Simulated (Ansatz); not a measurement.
Checking a converged run of Ni

System: Ni, a measured crystal structure (space group Fm-3m, primitive cell doubled); the cell holds 2 atoms. Source: COD entry 4320504; it may be a high-temperature, high-pressure or metastable form.

All numbers below come from Ansatz development build ahead of 0.2.0, DFT, r2SCAN, PAW, plane waves, scalar-relativistic.

```yaml
crystal:
  lattice:
    - [0.0, 1.7692, 1.7692]
    - [1.7692, 0.0, 1.7692]
    - [3.5384, 3.5384, 0.0]
  atoms:
    - { symbol: Ni, position: [0.0, 0.0, 0.0], spin: 2.8 }
    - { symbol: Ni, position: [0.0, 0.0, 0.5], spin: -2.8 }
magnetization:
  spin_polarized: true
hamiltonian:
  xc: r2scan
  pseudopotentials: { kind: paw }
basis:
  ecutwfc: 500
kpoints:
  mp_grid: { grid: [14, 14, 7] }
scf:
  occupations: { method: fermi_dirac, width: 0.05 }
  lower_state_search: "off"
output:
  forces: true
  stress: true
```

Command:
```sh
ansatz run input.yaml --threads 2 --pin off --max-ram 5120MiB --backend cpu --events-out ev --progress --plain --runs-dir out
```

It took 13 s on 2 threads of Arm Neoverse V1, on a shared host, peak memory 0.47 GiB.

The end of the output:

```
SCF converged after 22 iterations
Magnetization: 0.0000 μB (18.0000 up, 18.0000 down)
Absolute magnetization: 1.2383 μB (∫|ρ↑−ρ↓|, with the PAW one-centre terms)
Spin contamination: 0.5782 ħ² per cell (⟨S²⟩ above its minimum at these occupations)
Per-site moments (μB) at R_I (Å): [(0.5918, 1.0320), (-0.5918, 1.0320)]
Free energy (F): -11690.372605 eV
Harris-Foulkes:  -11690.372605 eV  (|F-HF|=1.39e-9)
Internal energy: -11690.352815 eV  (E = F + TS)
E sigma→0 (E₀):  -11690.362710 eV
Entropy (-TS):   -0.019791 eV (-9.895 meV/atom)
Fermi energy:    17.465438 eV
--- Forces (eV/Å), atoms counted from 1 ---
  atom   1  Ni     0.00000000    -0.00000000     0.00000000
  atom   2  Ni     0.00000000     0.00000000     0.00000000
--- Stress (GPa, compression-positive) ---
      -10.199670       1.420538      -1.420538
        1.420538     -10.199670      -1.420538
       -1.420538      -1.420538     -10.199670
  P = ⅓ Tr σ = -10.1997 GPa (-101.997 kbar)
```

r2SCAN tends to overstate moments and magnetic energies in itinerant metals.

Site moments are taken inside atomic spheres and don't add up to the total.

Task: The run converged. Is this the lowest state of the cell, and if not, what lies lower and how is it reached?

Result: No. A state 91.1 meV/atom (0.182 eV per cell) lower exists in this cell: ferromagnetic, site moments Ni1 0.83, Ni2 0.83 μB, total 1.52 μB per cell, no gap on the k-mesh. It was reached from: parallel moments, default search for lower states [Ni1 2.00, Ni2 2.00 μB]; a moment on one site alone, plain SCF [Ni2 2.00 μB]. This multiple of the primitive cell fits some opposed orders; other multiples fit others. Orders that need a larger cell or non-collinear spins weren't tried.
